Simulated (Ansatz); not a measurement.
Consider the following.

TaAs$_{2}$:
```xyz
6
Lattice="1.7064 -5.9411 0.0000 1.7064 5.9411 0.0000 0.0000 0.0000 5.2848" Properties=species:S:1:pos:R:3 pbc="T T T"
Ta     1.7064    -4.8687     2.6238
Ta     1.7064     4.8687     5.2662
As     1.7064    -0.8289     1.9448
As     1.7064     0.8289     4.5872
As     1.7064     2.4573     1.1126
As     1.7064    -2.4573     3.7550
```

This is the PBEsol-relaxed structure.

Task: All from the program Ansatz at the PBEsol level (PAW), unless another level is named. Give the electronic character.

Result: metallic (no gap).

Task: Next, the density of states at the Fermi level?

Result: 0.56 states/eV per atom (mean over ±0.08 eV).

Task: Predict the formation energy from the elements (no fitted shifts).

Result: -0.37 eV/atom.

Space group Cmc2_1. The start of the workflow was typed in or built on a structure type; neither database checked (COD, Materials Project) lists it. Whether it is the stable phase at ambient conditions was not checked. Symmetry was held in the PBEsol relaxation; whether a distortion lowers the energy is not shown. No spin polarisation was allowed. The volume moved by -20 % from the start of the relaxation. The references are the lowest solids computed at this level, not always the standard phases. Scalar-relativistic: spin–orbit coupling is off unless named, which matters more the heavier the elements.

Potentials: the earlier of the program's two PAW sets. The files were generated under PBE; for other functionals the program regenerates the frozen cores, and for LDA and PBEsol the local potential too.
